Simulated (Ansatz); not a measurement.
## W: a vibration from a frozen displacement

Theory: DFT r2SCAN, scalar-relativistic, plane waves, PAW in Ansatz. Cutoff 500 eV, Γ-centred 10×10×10 k-points, Gaussian smearing of 0.15 eV. Spin–orbit coupling is left out, which matters for the heavy elements here. No spin polarisation. Energies are free energies at this smearing, counted from the undisturbed cell; pressure is positive in compression.

Reference structure (as given, not relaxed at this level; it stands at -8.8 GPa; this fcc form isn't the usual structure):

```yaml
crystal:
  lattice:
    - [4.06000, -4.06000, 0.00000]
    - [4.06000, 0.00000, 4.06000]
    - [0.00000, -4.06000, 4.06000]
  atoms:
    - { symbol: W, position: [0.50000, 0.00000, 0.00000] }
    - { symbol: W, position: [0.50000, 0.00000, 0.50000] }
    - { symbol: W, position: [0.50000, 0.50000, 0.00000] }
    - { symbol: W, position: [0.50000, 0.50000, 0.50000] }
    - { symbol: W, position: [0.00000, 0.00000, 0.00000] }
    - { symbol: W, position: [0.00000, 0.00000, 0.50000] }
    - { symbol: W, position: [0.00000, 0.50000, 0.00000] }
    - { symbol: W, position: [0.00000, 0.50000, 0.50000] }
```

Atom 1 (W) is moved by x along the Cartesian unit vector (0.577, 0.577, 0.577); the cell and all other atoms stay fixed. The cell's volume is 133.85 Å³; the moved atoms weigh 183.840 u together and the others 1286.880 u. Some rows repeat others by symmetry and weren't run.

```csv
x (Å),ΔE (meV/cell),total force on the moved atoms along the move (eV/Å),pressure (GPa)
-0.2000,180.11,1.5874,-7.7929
-0.1800,149.24,1.4965,-7.9883
-0.1600,120.37,1.3875,-8.1644
-0.1400,93.86,1.2604,-8.3205
-0.1200,70.07,1.1161,-8.4567
-0.1000,49.32,0.9561,-8.5725
-0.0800,31.92,0.7822,-8.6674
-0.0600,18.11,0.5970,-8.7415
-0.0400,8.10,0.4030,-8.7945
0.0000,0.00,0.0000,-8.8368
0.0400,8.10,-0.4030,-8.7945
0.0600,18.11,-0.5970,-8.7415
0.0800,31.92,-0.7822,-8.6674
0.1000,49.32,-0.9561,-8.5725
0.1200,70.07,-1.1161,-8.4567
0.1400,93.86,-1.2604,-8.3205
0.1600,120.37,-1.3875,-8.1644
0.1800,149.24,-1.4965,-7.9883
0.2000,180.11,-1.5874,-7.7929
```

Q: What frequency belongs to this motion?

A: The force constant is k = −dF/dx = 10.076 eV/Å², from the parabola through x = -0.0400, 0 and 0.0400. In every cell the moved atoms swing against the rest, so the mass is μ = m₁m₂/(m₁ + m₂) = 160.860 u, and ν̃ = 521.5 cm⁻¹ × √(|k|/μ) = 131 cm⁻¹, at this cell's pressure of -8.8 GPa. The pattern needn't be a normal mode: ν̃² is then a weighted mean of the squared nonzero frequencies at the zone centre of this cell, so it lies between the lowest and the highest of them.

Q: How far does the harmonic law reach?

A: At x = -0.200 Å, kx²/2 = 201.52 meV against the computed 180.11 meV (-10.6 %): the well softens in this direction at large amplitude.

Q: The pressure changes with x². What does that say about the frequency under compression?

A: With E = k(V)x²/2, k ∝ V^(−2γ) and x scaling with the cell as V^(1/3), P − P0 = −∂E/∂V = (2γ − 2/3) ΔE/V. At x = 0.0600 Å, V(P − P0) = 133.85 × 0.09529 / 160.2 eV = 79.61 meV and ΔE = 18.11 meV, so γ = 1/3 + V(P − P0)/(2ΔE) = 2.53. This is the Grüneisen parameter of the motion under uniform scaling of the cell: shrinking the cell evenly by 1 % in volume raises the frequency by about 2.53 %.

In a metal these slopes depend on the k mesh and the smearing.